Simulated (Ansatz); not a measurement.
**Zincblende alloy of ZnS and MgS (8 of 32 Zn sites exchanged), 64 atoms**

All numbers below come from DFT, PBEsol, PAW, plane waves (Ansatz).

Input:

```yaml
crystal:
  lattice:
    - [10.860169, 0.000000, 0.000000]
    - [0.000000, 10.860169, 0.000000]
    - [0.000000, 0.000000, 10.860169]
  atoms:
    - { symbol: Mg, position: [0.998702, 0.998328, 0.999801] }
    - { symbol: Mg, position: [0.999276, 0.499726, 0.999554] }
    - { symbol: Mg, position: [0.997983, 0.499878, 0.499391] }
    - { symbol: Mg, position: [0.502327, 0.500849, 0.997867] }
    - { symbol: Mg, position: [0.752430, 0.253985, 0.999436] }
    - { symbol: Mg, position: [0.750535, 0.750033, 0.997371] }
    - { symbol: Mg, position: [0.749538, 0.753258, 0.499125] }
    - { symbol: Mg, position: [0.999790, 0.252069, 0.748465] }
    - { symbol: Zn, position: [0.000154, 0.998010, 0.500458] }
    - { symbol: Zn, position: [0.498199, 0.995453, 0.001657] }
    - { symbol: Zn, position: [0.497843, 0.001642, 0.500923] }
    - { symbol: Zn, position: [0.500562, 0.500365, 0.499128] }
    - { symbol: Zn, position: [0.247411, 0.248723, 0.001879] }
    - { symbol: Zn, position: [0.250727, 0.247433, 0.501768] }
    - { symbol: Zn, position: [0.248496, 0.752003, 0.000708] }
    - { symbol: Zn, position: [0.249285, 0.747703, 0.500789] }
    - { symbol: Zn, position: [0.749627, 0.253750, 0.499320] }
    - { symbol: Zn, position: [0.250111, 0.001889, 0.249691] }
    - { symbol: Zn, position: [0.250032, 0.000835, 0.748470] }
    - { symbol: Zn, position: [0.247819, 0.502043, 0.248829] }
    - { symbol: Zn, position: [0.247543, 0.499408, 0.754587] }
    - { symbol: Zn, position: [0.746625, 0.002420, 0.249631] }
    - { symbol: Zn, position: [0.750672, 0.998783, 0.748521] }
    - { symbol: Zn, position: [0.748904, 0.499524, 0.248912] }
    - { symbol: Zn, position: [0.748285, 0.499619, 0.750283] }
    - { symbol: Zn, position: [0.998796, 0.250455, 0.248196] }
    - { symbol: Zn, position: [0.000920, 0.749173, 0.247736] }
    - { symbol: Zn, position: [0.000493, 0.751822, 0.748986] }
    - { symbol: Zn, position: [0.499756, 0.248373, 0.250183] }
    - { symbol: Zn, position: [0.500530, 0.250741, 0.748572] }
    - { symbol: Zn, position: [0.503096, 0.749015, 0.251621] }
    - { symbol: Zn, position: [0.499618, 0.746418, 0.751331] }
    - { symbol: S, position: [0.125577, 0.122190, 0.125788] }
    - { symbol: S, position: [0.123590, 0.122462, 0.625479] }
    - { symbol: S, position: [0.125059, 0.626556, 0.123901] }
    - { symbol: S, position: [0.128842, 0.624777, 0.622369] }
    - { symbol: S, position: [0.626095, 0.126516, 0.125456] }
    - { symbol: S, position: [0.622178, 0.124135, 0.626891] }
    - { symbol: S, position: [0.624873, 0.627285, 0.126433] }
    - { symbol: S, position: [0.625278, 0.624500, 0.624731] }
    - { symbol: S, position: [0.377348, 0.374518, 0.125181] }
    - { symbol: S, position: [0.373770, 0.377248, 0.624909] }
    - { symbol: S, position: [0.377189, 0.872793, 0.127408] }
    - { symbol: S, position: [0.375603, 0.871917, 0.623754] }
    - { symbol: S, position: [0.876756, 0.373808, 0.125492] }
    - { symbol: S, position: [0.872908, 0.374045, 0.623101] }
    - { symbol: S, position: [0.874659, 0.874021, 0.124672] }
    - { symbol: S, position: [0.875935, 0.874345, 0.627216] }
    - { symbol: S, position: [0.372879, 0.126926, 0.376367] }
    - { symbol: S, position: [0.375644, 0.125078, 0.873756] }
    - { symbol: S, position: [0.372214, 0.622909, 0.373890] }
    - { symbol: S, position: [0.379725, 0.622507, 0.875797] }
    - { symbol: S, position: [0.877097, 0.125447, 0.373982] }
    - { symbol: S, position: [0.875500, 0.120485, 0.873614] }
    - { symbol: S, position: [0.875013, 0.624524, 0.372305] }
    - { symbol: S, position: [0.876213, 0.626334, 0.873322] }
    - { symbol: S, position: [0.125100, 0.377264, 0.374460] }
    - { symbol: S, position: [0.126178, 0.372394, 0.875138] }
    - { symbol: S, position: [0.123130, 0.873204, 0.375036] }
    - { symbol: S, position: [0.120521, 0.870191, 0.876616] }
    - { symbol: S, position: [0.623901, 0.373647, 0.374185] }
    - { symbol: S, position: [0.628853, 0.377999, 0.871171] }
    - { symbol: S, position: [0.624949, 0.876128, 0.371773] }
    - { symbol: S, position: [0.624527, 0.869604, 0.876807] }
  symmetry: { detect: false }
kpoints:
  mp_grid: { grid: [1, 1, 1], shift: [0.25, 0.25, 0.25] }
hamiltonian:
  xc: pbesol
scf:
  occupations: { method: fermi_dirac, width: 0.01 }
relax:
  f_tol: 0.03
  max_steps: 80
  escape_saddle: false
  adjacent_minimum: "off"
  cell: { fix: [shape] }
output:
  forces: true
  eigenvalues: true
  populations: true
```

Launch command:

```sh
ansatz run in.yaml --threads 4 --pin off --max-ram 38950MiB --runs-dir r --events-out ev --progress --plain --backend cuda --devices 0, --max-vram 37GiB
```

Output (machine lines and repeated set-up lines are left out; […] marks rows cut from tables):

```
Pseudopotentials: kind: paw
Functional definition: PBEsol
  exchange = pbesol_x
  correlation = pbesol_c
Crystal: 64 atoms, lattice volume = 1280.884 Å³
Basis set: ecut = 420 eV, 25173 PW (Γ), exchange–correlation on 150×150×150 points (8 copies of the dense FFT grid, shifted against one another)
Bands: 344, of which v1, the nominal top of the filled ones, is band 280 counted from 1 (279 counted from 0)
Symmetry: 1 space group operations
k-points: 1
Non-local potential: Mg, projectors of the file, l = 0: 3, l = 1: 2, l = 2: 1
Non-local potential: Zn, projectors of the file, l = 0: 2, l = 1: 2, l = 2: 3, l = 3: 1
Non-local potential: S, projectors of the file, l = 0: 2, l = 1: 2, l = 2: 2
PAW form: soft (Blöchl's): semilocal exchange-correlation on the pseudo side does not see the compensation charge
[…]
Initial density: superposition of atomic densities (neutral atoms: chi_scale 0, normalization atom), corrected by the library's trained network
Initial wavefunctions: pseudopotential atomic-orbital guess
Functional: x = pbesol(κ = 0.804, μ = 0.12345679012345678), c = pbesol(β = 0.046)
SCF iter   1: F=—  HF=-122415.020905 eV  |F-HF|=—  |Δ(HF+E_count)|=         —  Δρ=5.13e-3  dr2=4.26e-1  ethr=1.77e-3  ⟨swp⟩=6.0  Hψ=1445  notcnv=0  defer=19
[…]
SCF iter   2: F=—  HF=-122414.904139 eV  |F-HF|=—  |Δ(HF+E_count)|=   1.17e-1  Δρ=1.94e-3  dr2=8.33e-2  ethr=7.61e-5  ⟨swp⟩=2.0  Hψ=649  notcnv=0  defer=59
[…]
SCF 1 converged in 9 iterations: F = -122414.884180 eV  dr2 = 5.45e-8
[…]
relax step   1: F+E_penalty+E_count = -122414.88417998 eV  Δ(F+E_penalty+E_count) = +0.000e0 eV  max|allowed force component| = 1.151e0 eV/Å  Δτ_max = 0.0000 Å  P = +0.132 GPa  Ω = 1280.884 Å³  fix = [alpha, beta, gamma, b/a, c/a]  reactions: b/a -0.005, c/a +0.020 GPa; alpha +0.445, beta -0.013, gamma +0.267 GPa/rad  (9 SCF iters, dr2 threshold 1.00e-7 eV, accepted)
Crystal: 64 atoms, lattice volume = 1281.370 Å³
Initial density: handed on by an earlier stage of this run
Initial wavefunctions: those handed on with the density
[…]
[…]
relax step   2: F+E_penalty+E_count = -122415.86833834 eV  Δ(F+E_penalty+E_count) = -9.842e-1 eV  max|allowed force component| = 4.046e-1 eV/Å  Δτ_max = 0.1065 Å  P = -0.037 GPa  Ω = 1281.370 Å³  energy of the carried Pulay correction = -1.369e-4 eV  fix = [alpha, beta, gamma, b/a, c/a]  reactions: b/a -0.035, c/a +0.029 GPa; alpha +0.366, beta +0.086, gamma +0.241 GPa/rad  (8 SCF iters, dr2 thres
Crystal: 64 atoms, lattice volume = 1283.211 Å³
preconditioner: auto → Resta (q_TF=auto, 2.376 Å⁻¹)  ε∞=5.8  [insulator: Δε(μ)=3.174 eV  Ē_g=10.534 eV  σ=0.010 eV  W_gap=1.00  n_scr=256 (ndim 8)  ℏωp=23.1 eV  f_vac=0.018  D(μ)=0.00/eV (n_scr^D=0)  ε∞_Penn≈5.8]
SCF 3 converged in 7 iterations: F = -122416.029609 eV  dr2 = 8.88e-7
  greatest PAW one-centre occupation: 1.000 electrons in one spin orbital (limit 2), on the Mg atom at site 2 (counted from 0), in its partial waves of l = 0
relax step   3: F+E_penalty+E_count = -122416.02960856 eV  Δ(F+E_penalty+E_count) = -1.613e-1 eV  max|allowed force component| = 5.991e-2 eV/Å  Δτ_max = 0.0546 Å  P = -0.145 GPa  Ω = 1283.211 Å³  energy of the carried Pulay correction = -6.553e-4 eV  fix = [alpha, beta, gamma, b/a, c/a]  reactions: b/a -0.036, c/a +0.028 GPa; alpha +0.229, beta +0.195, gamma +0.214 GPa/rad  (7 SCF iters, dr2 thres
Crystal: 64 atoms, lattice volume = 1281.028 Å³
[…]
preconditioner: auto → Resta (q_TF=auto, 2.377 Å⁻¹)  ε∞=5.8  [insulator: Δε(μ)=3.180 eV  Ē_g=10.536 eV  σ=0.010 eV  W_gap=1.00  n_scr=256 (ndim 8)  ℏωp=23.1 eV  f_vac=0.017  D(μ)=0.00/eV (n_scr^D=0)  ε∞_Penn≈5.8]
[…]
SCF 4 converged in 6 iterations: F = -122416.033904 eV  dr2 = 1.97e-7
relax step   4: F+E_penalty+E_count = -122416.03390389 eV  Δ(F+E_penalty+E_count) = -4.295e-3 eV  max|allowed force component| = 6.843e-3 eV/Å  Δτ_max = 0.0113 Å  P = -0.024 GPa  Ω = 1281.028 Å³  energy of the carried Pulay correction = -4.062e-5 eV  fix = [alpha, beta, gamma, b/a, c/a]  reactions: b/a -0.036, c/a +0.029 GPa; alpha +0.220, beta +0.212, gamma +0.211 GPa/rad  (6 SCF iters, dr2 thres
Initial wavefunctions: pseudopotential atomic-orbital guess (no wavefunctions were taken with the density)
[…]
preconditioner: auto → Resta (q_TF=auto, 2.377 Å⁻¹)  ε∞=5.8  [insulator: Δε(μ)=3.180 eV  Ē_g=10.538 eV  σ=0.010 eV  W_gap=1.00  n_scr=256 (ndim 8)  ℏωp=23.1 eV  f_vac=0.018  D(μ)=0.00/eV (n_scr^D=0)  ε∞_Penn≈5.8]
[…]
SCF iter   5: F=—  HF=-122416.033904 eV  |F-HF|=—  |Δ(HF+E_count)|=   1.05e-9  Δρ=2.99e-7  dr2=7.86e-10  ethr=1.00e-12  ⟨swp⟩=2.0  Hψ=501  notcnv=0  defer=9
SCF iter   6: F=-122416.033904 eV  HF=-122416.033904 eV  |F-HF|=0.00e0  |Δ(HF+E_count)|=  2.33e-10  Δρ=1.50e-7  dr2=2.00e-10  ethr=1.00e-12  ⟨swp⟩=14.0  Hψ=1600  notcnv=0
SCF 5 converged in 6 iterations: F = -122416.033904 eV  dr2 = 2.00e-10
relax step   5: F+E_penalty+E_count = -122416.03390400 eV  Δ(F+E_penalty+E_count) = -1.134e-7 eV  max|allowed force component| = 6.866e-3 eV/Å  Δτ_max = 0.0000 Å  P = -0.022 GPa  Ω = 1281.028 Å³  fix = [alpha, beta, gamma, b/a, c/a]  reactions: b/a -0.036, c/a +0.029 GPa; alpha +0.221, beta +0.212, gamma +0.212 GPa/rad  stress off target by 2.24e-2 GPa on what of the cell is left free  SCF on the
SCF converged after 6 iterations
Free energy (F): -122416.033904 eV
Harris-Foulkes:  -122416.033904 eV  (|F-HF|=0.00e0)
Internal energy: -122416.033904 eV  (E = F + TS)
E sigma→0 (E₀):  -122416.033904 eV
Fermi energy:    6.747092 eV
--- Per-component energies (eV) ---
  E_band       = -2813.127690
  E_kinetic    = 7196.634783
  E_local      = -64397.253693  (includes V_loc(G=0)·N_el)
  E_nonlocal   = 16452.438403
  E_hartree    = 26092.888350
  E_xc         = -6573.810846
  E_vxc        = -4370.307814  (∫ρ·V_xc dr)
  E_paw        = -63927.011893  (= ΣΔE_a)
  E_vpaw       = -9880.407444  (= ΣTr[D̂ρ^β])
  E_aug_tail   = -0.008737  (compensation charges beyond the density's cutoff)
  E_ewald      = -37281.500065
  E_core_change = 21.589794  (= ΣΔE_core)
  E_smearing   = -0.000000  (= −TS)
  E_closure    = 0.000000  (closes the sum)
  Σ components = -122416.033904   (vs F -122416.033904, Δ=0.00e0)
--- Forces (eV/Å), atoms counted from 1 ---
  atom   1  Mg     0.00026834    -0.00193893     0.00171758
  atom   2  Mg     0.00269804     0.00210306     0.00171371
  atom   3  Mg     0.00192003     0.00194904    -0.00297292
  atom   4  Mg    -0.00001069     0.00283787     0.00348451
  atom   5  Mg    -0.00062150    -0.00236973     0.00198079
  atom   6  Mg     0.00066907     0.00031020     0.00139415
  atom   7  Mg    -0.00025294    -0.00094037    -0.00303699
  atom   8  Mg     0.00160806     0.00176584     0.00210214
  atom   9  Zn     0.00159304    -0.00151202    -0.00591527
  atom  10  Zn    -0.00322214    -0.00328867     0.00215604
  atom  11  Zn     0.00158549    -0.00039565    -0.00371393
  atom  12  Zn    -0.00025144     0.00686619    -0.00161048
  atom  13  Zn    -0.00433388     0.00045761     0.00163309
  atom  14  Zn     0.00003790    -0.00054843    -0.00431591
  atom  15  Zn    -0.00660801    -0.00060222     0.00110759
  atom  16  Zn    -0.00299903    -0.00091420    -0.00244588
  atom  17  Zn     0.00379957     0.00327529    -0.00432916
  atom  18  Zn    -0.00560150    -0.00291185    -0.00188847
  atom  19  Zn    -0.00256126     0.00085539     0.00102572
  atom  20  Zn    -0.00476071     0.00422374    -0.00358037
  atom  21  Zn    -0.00663291     0.00332398     0.00248905
  atom  22  Zn    -0.00228908    -0.00270075    -0.00564862
  atom  23  Zn     0.00121203    -0.00373564     0.00396875
  atom  24  Zn     0.00330731     0.00629269    -0.00468035
  atom  25  Zn     0.00294525     0.00103809     0.00366059
  atom  26  Zn     0.00113334     0.00270217    -0.00163981
  atom  27  Zn    -0.00134236    -0.00122150    -0.00363614
  atom  28  Zn     0.00122296     0.00079683     0.00256464
  atom  29  Zn    -0.00058346     0.00188629    -0.00360635
  atom  30  Zn    -0.00130547     0.00085417     0.00173789
  atom  31  Zn    -0.00419096    -0.00113865    -0.00147762
  atom  32  Zn    -0.00380905     0.00074988     0.00330776
  atom  33  S      0.00130048     0.00276360     0.00199517
  atom  34  S      0.00118092    -0.00100558     0.00468626
  atom  35  S      0.00397689    -0.00080184     0.00224818
  atom  36  S      0.00159305    -0.00035523     0.00100320
  atom  37  S      0.00106319     0.00114715     0.00219891
  atom  38  S     -0.00099887    -0.00089968     0.00255466
  atom  39  S      0.00068621    -0.00256053     0.00073364
  atom  40  S     -0.00049234    -0.00530493    -0.00019873
  atom  41  S      0.00322316    -0.00268078     0.00236571
  atom  42  S      0.00017540    -0.00393508     0.00025567
  atom  43  S      0.00429962     0.00402366     0.00017629
  atom  44  S      0.00360113     0.00116484     0.00116850
  atom  45  S     -0.00174086    -0.00362263     0.00178673
  atom  46  S     -0.00491862    -0.00088097    -0.00074278
  atom  47  S      0.00122509     0.00090546    -0.00013005
  atom  48  S      0.00001868     0.00123885    -0.00229538
  atom  49  S     -0.00142757    -0.00065392     0.00303704
  atom  50  S      0.00069582     0.00046677    -0.00196810
  atom  51  S      0.00316568    -0.00215402     0.00211648
  atom  52  S      0.00455868     0.00119412    -0.00489397
  atom  53  S     -0.00127544     0.00105293     0.00557614
  atom  54  S     -0.00131164    -0.00016802    -0.00111883
  atom  55  S     -0.00035362    -0.00192864     0.00158119
  atom  56  S     -0.00147674     0.00066226    -0.00095607
  atom  57  S      0.00012643    -0.00510191     0.00254546
  atom  58  S      0.00423515    -0.00010487    -0.00257213
  atom  59  S      0.00340445     0.00138121     0.00351629
  atom  60  S      0.00141114    -0.00164429    -0.00292331
  atom  61  S      0.00011386    -0.00451859     0.00332321
  atom  62  S      0.00001119    -0.00126638    -0.00488603
  atom  63  S      0.00032423     0.00178023     0.00307605
  atom  64  S      0.00097742     0.00373539    -0.00480679
  max |Σ_I F_I| component: 3.78e-6 eV/Å
--- Stress (GPa, compression-positive) ---
       -0.014976      -0.211600      -0.212162
       -0.211600      -0.058580      -0.220744
       -0.212162      -0.220744       0.006338
  P = ⅓ Tr σ = -0.0224 GPa (-0.224 kbar)
--- Band table (eV) ---
  k-point 0: bands = ["-68.7974", "-68.7902", "-68.7451", "-68.7266", "-68.7057", "-68.6845", "-68.6714", "-68.6703", "-35.7472", "-35.7427", "-35.7411", "-35.7391", "-35.7387", "-35.7270", "-35.6966", "-35.6931", "-35.6832", "-35.6753", "-35.6724", "-35.6698", "-35.6562", "-35.6536", "-35.6457", "-35.6370", "-35.6321", "-35.6250", "-35.6232", "-35.6194", "-35.6172", "-35.6164", "-35.6131", "-35.6 …
--- Relaxed structure (4 steps of the walk, 4 accepted, 1 SCFs on fresh bases) ---
  F+E_penalty+E_count = -122416.03390400 eV   max|allowed force component| = 6.866e-3 eV/Å   (the final SCF, on the basis selected at the relaxed cell)
  cell:  # Å, volume = 1281.0280 Å³
    - [10.860576384295797, 2.5115732630500313e-144, -2.2387568401479294e-143]
    - [2.5115732630500313e-144, 10.860576384295797, 7.339547165438447e-145]
    - [-2.2387568401479294e-143, 7.339547165438447e-145, 10.860576384295797]
  atoms:
    - { symbol: Mg, position: [1.002949492871242, 0.9978575375055584, 1.0015715971968178] }
    - { symbol: Mg, position: [1.003354319424784, 0.5011240579349291, 1.001114263565692] }
    - { symbol: Mg, position: [1.0015917836745076, 0.49947397607237126, 0.4980445858745115] }
    - { symbol: Mg, position: [0.4960210382177857, 0.4994901441756049, 0.9999570357319593] }
    - { symbol: Mg, position: [0.7460774518033986, 0.2478266369248051, 1.001773206212706] }
    - { symbol: Mg, position: [0.7474591421452663, 0.7512839750699084, 0.999691645874161] }
    - { symbol: Mg, position: [0.747993796080826, 0.7515101357187153, 0.4997209686939851] }
    - { symbol: Mg, position: [1.0017031137339165, 0.2477763466657545, 0.7459462268789386] }
    - { symbol: Zn, position: [0.0022690996437627056, 0.9998096462470691, 0.4984919154847117] }
    - { symbol: Zn, position: [0.4966934025642558, 0.9997769439036133, -0.00023820027968879214] }
    - { symbol: Zn, position: [0.4980214208712148, 0.0010988428711163698, 0.49955072366930137] }
    - { symbol: Zn, position: [0.4976951997148976, 0.49805071613616414, 0.4997311690731072] }
    - { symbol: Zn, position: [0.25351236940394534, 0.24804006312273366, 0.0016927277895127453] }
    - { symbol: Zn, position: [0.2535347606562884, 0.24788135237363587, 0.4983502606047219] }
    - { symbol: Zn, position: [0.2519738253724886, 0.7518112863980647, -0.00016415672675410722] }
    - { symbol: Zn, position: [0.251784190047207, 0.7514603831213732, 0.4995522491034799] }
    - { symbol: Zn, position: [0.7462260637294303, 0.24798289733977597, 0.4982618143916085] }
    - { symbol: Zn, position: [0.2520072622469187, -0.00018277333727295957, 0.25152511047340326] }
    - { symbol: Zn, position: [0.2539893849846444, -0.0015711010927348282, 0.7478719949367386] }
    - { symbol: Zn, position: [0.25223402052424415, 0.4996962917767771, 0.2520806675935879] }
    - { symbol: Zn, position: [0.253779593990779, 0.5013936805263149, 0.7479276057938647] }
    - { symbol: Zn, position: [0.7479761009748767, 0.0013880599759290675, 0.2541021886575231] }
    - { symbol: Zn, position: [0.7466641140339164, 0.9999651487582187, 0.7460091304206994] }
    - { symbol: Zn, position: [0.7482166612193121, 0.49802263053930984, 0.2537363535497254] }
    - { symbol: Zn, position: [0.7459094099748672, 0.5002855793178294, 0.7459723389270374] }
    - { symbol: Zn, position: [1.0020531693125856, 0.24787356886174625, 0.25356200651236627] }
    - { symbol: Zn, position: [0.0036858996769836816, 0.7517989361765308, 0.2518036058914918] }
    - { symbol: Zn, position: [0.0037524631847832522, 0.7515251081366222, 0.74767203546673] }
    - { symbol: Zn, position: [0.49830403542202206, 0.2476144140339408, 0.2535600657360783] }
    - { symbol: Zn, position: [0.49820965188436733, 0.24811395638609346, 0.7463331608004127] }
    - { symbol: Zn, position: [0.49655775426225673, 0.7512914185138421, 0.25170130114574696] }
    - { symbol: Zn, position: [0.49647430705763756, 0.7520442277018257, 0.747481415091039] }
    - { symbol: S, position: [0.13020748882743943, 0.128035142506029, 0.1297102892513481] }
    - { symbol: S, position: [0.1323009705605293, 0.11939011033772873, 0.6186867167510709] }
    - { symbol: S, position: [0.13218896896963772, 0.6306560050192973, 0.13010366968597561] }
    - { symbol: S, position: [0.13058446417353498, 0.6286038401440783, 0.6265797160774561] }
    - { symbol: S, position: [0.6177929036162989, 0.11918039308947337, 0.13042421446820196] }
    - { symbol: S, position: [0.622525746519577, 0.12387608261800524, 0.6221672972845328] }
    - { symbol: S, position: [0.6226999583173688, 0.6239540539864737, 0.1342462045304321] }
    - { symbol: S, position: [0.6171456771784566, 0.6221651503093905, 0.6269630283607145] }
    - { symbol: S, position: [0.3720094385003367, 0.36951209874707536, 0.13095628341443677] }
    - { symbol: S, position: [0.374066409214086, 0.3735205973021884, 0.6231481454574391] }
    - { symbol: S, position: [0.3740819946190877, 0.8750219202159167, 0.12479341471593962] }
    - { symbol: S, position: [0.37578412935822253, 0.8755790030769387, 0.6218517832696332] }
    - { symbol: S, position: [0.8752874310685661, 0.37354804914863243, 0.13403506135082585] }
    - { symbol: S, position: [0.8656323151378909, 0.37432243460764864, 0.6220636675677772] }
    - { symbol: S, position: [0.8744469176356418, 0.8756774225546891, 0.13512090933111348] }
    - { symbol: S, position: [0.8798198290324911, 0.8795597821386505, 0.6274966731050229] }
    - { symbol: S, position: [0.37519842179157253, 0.12328435245767816, 0.3756404858908368] }
    - { symbol: S, position: [0.3749816871003248, 0.12448200112507767, 0.8738518398468397] }
    - { symbol: S, position: [0.37463906291545185, 0.6248047267543707, 0.3762631827350207] }
    - { symbol: S, position: [0.3712755022497185, 0.6306544785658801, 0.8707452973739441] }
    - { symbol: S, position: [0.8748264301224131, 0.1244406657192049, 0.3766363319438521] }
    - { symbol: S, position: [0.8707797714028866, 0.11930756312050715, 0.8711811494143117] }
    - { symbol: S, position: [0.8755427593243347, 0.6260427976520285, 0.3673028577885457] }
    - { symbol: S, position: [0.8748073815679829, 0.6249380965840026, 0.864584015888063] }
    - { symbol: S, position: [0.13125730173553782, 0.3697296140682552, 0.372353259376263] }
    - { symbol: S, position: [0.13579524515882554, 0.37375169580312667, 0.873984062450372] }
    - { symbol: S, position: [0.12689325779352054, 0.8752205787867836, 0.375343221847905] }
    - { symbol: S, position: [0.13126543917449557, 0.8716310568418631, 0.8703304792603633] }
    - { symbol: S, position: [0.6222814525845568, 0.3735034195727658, 0.3756340846119227] }
    - { symbol: S, position: [0.622436945944854, 0.37427680496545096, 0.8663003344918827] }
    - { symbol: S, position: [0.6179427515790594, 0.8796411281344577, 0.372184635501643] }
    - { symbol: S, position: [0.6180166481198887, 0.8796578461901666, 0.8691196728210991] }
--- Löwdin populations: 64 sites ---
  site symbol       q [e]
     0     Mg      8.5881
     1     Mg      8.5902
[…]
    62      S      7.1238
    63      S      7.1197
  spilling = 0.010626 (of n_electrons = 560.000000)
```

Total energies depend on the potentials used, so only differences within one code and one set of settings carry meaning.

Time: 16 s of wall time on one NVIDIA H100 with 4 processor threads, on a host shared with other runs; peak host memory 1.4 GiB.
